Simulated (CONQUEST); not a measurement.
Consider a self-consistent single point of Sn2SeS (Pmc2_1, 8 atoms in the cell; from Materials Project mp-1218960).

```yaml
crystal:
  lattice:
    - [4.03850, 0.00000, 0.00000]
    - [0.00000, 4.65176, 0.00000]
    - [0.00000, 0.00000, 11.48963]
  atoms:
    - { symbol: Sn, position: [0.00000, 0.10539, 0.61744] }
    - { symbol: Sn, position: [0.00000, 0.89461, 0.11744] }
    - { symbol: Sn, position: [0.50000, 0.35857, 0.37707] }
    - { symbol: Sn, position: [0.50000, 0.64143, 0.87707] }
    - { symbol: Se, position: [0.00000, 0.75679, 0.35275] }
    - { symbol: Se, position: [0.00000, 0.24321, 0.85275] }
    - { symbol: S, position: [0.50000, 0.74453, 0.65274] }
    - { symbol: S, position: [0.50000, 0.25547, 0.15274] }
```

Method: BLYP, numerical atomic orbitals double-zeta with polarisation (the shipped basis), PseudoDojo norm-conserving potentials made for PBE (CONQUEST).

CONQUEST settings:

| setting | value |
|---|---|
| basis | DZP |
| Diag.MPMeshX, Y, Z | 6 5 2 |
| potentials | PseudoDojo norm-conserving PBE |
| General.DifferentFunctional | true |
| General.FunctionalType | -106131 |
| Grid.GridCutoff | 140 Ha |
| DM.SolutionMethod | diagon |
| Diag.MPShiftY | 0.10000000 |
| Diag.SmearingType | 1 |
| Diag.kT | 0.000735 Ha |
| Diag.MPOrder | 0 |
| minE.SCTolerance | 1.0e-06 |
| SC.MaxIters | 100 |
| SC.LinearMixingFactor | 0.5 |
| SC.KerkerPreCondition | true |
| SC.KerkerFactor | 0.1 1/bohr |
| AtomMove.TypeOfRun | static |

Results:

| Property | Value |
|---|---|
| Number of valence electrons | 100 |
| Number of bands | 134 |
| Number of k-points after the program's reduction | 36 |
| Size of the basis | 134 |
| Number of SCF iterations | 7 |
| FFT grid | 48 × 48 × 120 |
| Free energy E − TS | -15749.7368 eV |
| Pressure | 5.89 GPa |
| Largest force (vector length) | 0.517 eV/Å |

Forces (eV/Å):
```
atom     Fx      Fy      Fz
----  -----  ------  ------
Sn1   0.000   0.327  -0.346
Sn2   0.000  -0.327  -0.346
Sn3   0.000  -0.275   0.394
Sn4   0.000   0.275   0.394
Se5   0.000   0.367   0.299
Se6   0.000  -0.367   0.299
S7    0.000  -0.410  -0.314
S8    0.000   0.410  -0.314
```

For comparison: a first run (DFT, PBEsol, numerical atomic orbitals double-zeta with polarisation (the shipped basis), PseudoDojo norm-conserving potentials made for PBEsol) was changed to give this one (pseudopotentials: PseudoDojo norm-conserving PBEsol → PseudoDojo norm-conserving PBE; General.DifferentFunctional: default → true; General.FunctionalType: default → -106131), and from it to this one the pressure goes from -0.68 to 5.89 GPa and the largest force goes from 0.341 to 0.517 eV/Å.

The program uses no crystal symmetry, so grid and mesh can part values that symmetry would make equal. The atom-centred basis is finite, which shifts total energies, pressures and forces against plane waves. The potentials were made for another functional than the one used. The structure comes from a collection of computed structures, made at another level of theory; the collection holds predicted forms beside known ones.

Cost on one core: very roughly 100 core-seconds.
